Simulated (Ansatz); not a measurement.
Computed with Ansatz, DFT PBE, scalar-relativistic, plane waves, PAW. Settings: cutoff 420 eV, Γ-centred meshes spaced at most about 0.3 Å⁻¹, and about 0.25 Å⁻¹ or finer for metals (2π included), Gaussian smearing. No spin polarisation in the final relaxations.

These are static total energies at zero pressure.

Compare these two cells of PdPt₂Se₃, each relaxed at this level.

A.

```xyz
6
Lattice="5.0932 0.0000 0.0000 0.0000 5.0932 0.0000 0.0000 0.0000 7.0827" Properties=species:S:1:pos:R:3 pbc="T T T"
Pd    2.5466    2.5466    0.0000
Pt    0.0000    2.5466    0.0000
Pt    2.5466    0.0000    0.0000
Se    2.5466    2.5466    2.3621
Se    2.5466    2.5466    4.7206
Se    0.0000    0.0000    0.0000
```

B.

```xyz
6
Lattice="3.7111 2.1426 2.7370 -3.7111 2.1426 2.7370 0.0000 -4.2852 2.7370" Properties=species:S:1:pos:R:3 pbc="T T T"
Pd    0.0000    0.0000    4.1055
Pt    0.0000    0.0000    1.3112
Pt    0.0000    0.0000    6.8997
Se   -1.8555   -1.0713    2.7370
Se    1.8555   -1.0713    2.7370
Se    0.0000    2.1426    2.7370
```

Question: Which is lower in energy, and by how much?

Answer: B is lower, by 198 meV/atom. A has space group P4/mmm (No. 123), 30.6 Å³/atom and no gap on its mesh; B has space group R-3m (No. 166), 21.8 Å³/atom and no gap. Counting Se atoms around Pd and Pt (those within 1.25 times the shortest such distance or 1.15 times the sum of covalent radii), A has Pd 2, Pt 2 and B has Pd 6, Pt 3. A holds Se–Se pairs (shortest 2.36 Å); in B the shortest Se–Se distance is 3.48 Å. The denser one is the lower, and pressure would at first widen the difference. Even the lower one lies +0.33 eV/atom against the reference forms of the elements (uncorrected), so neither is stable at this level. In A, around Pd lie 2 Se at 2.36 Å and 4 Pt at 2.55 Å; around Pt lie 2 Pd at 2.55 Å and 2 Se at 2.55 Å; Se on a site of symmetry 4mm has 1 Se at 2.36 Å and 1 Pd at 2.36 Å; 1 more site not described. In B, Pd has 6 Se at 2.54 Å and 2 Pt at 2.79 Å; around Pt lie 3 Se at 2.57 Å, 1 Pt at 2.62 Å and 1 Pd at 2.79 Å; Se is surrounded by 2 Pd at 2.54 Å and 2 Pt at 2.57 Å. Both come from invented guesses. A third cell relaxed alike, in P-3m1, lies 0.42 eV/atom below the lower of the two.

Spin–orbit coupling, which can matter for Pt, is left out. Cells relaxed within their symmetry can be saddle points.
